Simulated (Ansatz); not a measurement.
**TiC (Fm-3m), two-dimensional strain map**

Theory: DFT r2SCAN, scalar-relativistic, plane waves, PAW in Ansatz. Settings: plane waves to 500 eV, k-mesh 18×18×18 (Γ-centred), Gaussian smearing 0.15 eV. No spin polarisation. Energies are free energies at this smearing, counted from the undisturbed cell; pressure is positive in compression.

The undisturbed cell (as given, not relaxed at this level; it stands at 0.0 GPa):

```xyz
2
Lattice="0.0000 2.1640 2.1640 2.1640 0.0000 2.1640 2.1640 2.1640 0.0000" Properties=species:S:1:pos:R:3 pbc="T T T"
Ti    0.0000    0.0000    0.0000
C     2.1640    2.1640    2.1640
```

The cell is strained by p along both x and y and by q along z, fractional coordinates fixed. Points are written (p, q).

Energy above the undisturbed cell in meV/atom (a dash: not computed):

```
 p \ q  -0.030  -0.015  0.000  0.015  0.030
-0.030       ?    52.8   41.3   37.5   40.3
-0.015    34.2    17.5      ?    9.7   16.1
 0.000       ?     4.0    0.0      ?   13.5
 0.015    18.4     9.3    9.0   16.2   29.6
 0.030    36.2    30.8   34.1   44.8   61.7
```

Question: Fill in the withheld energies.

Answer: (-0.030, -0.030): 73.4; (-0.015, 0.000): 9.8; (0.000, -0.030): 16.8; (0.000, 0.015): 3.6.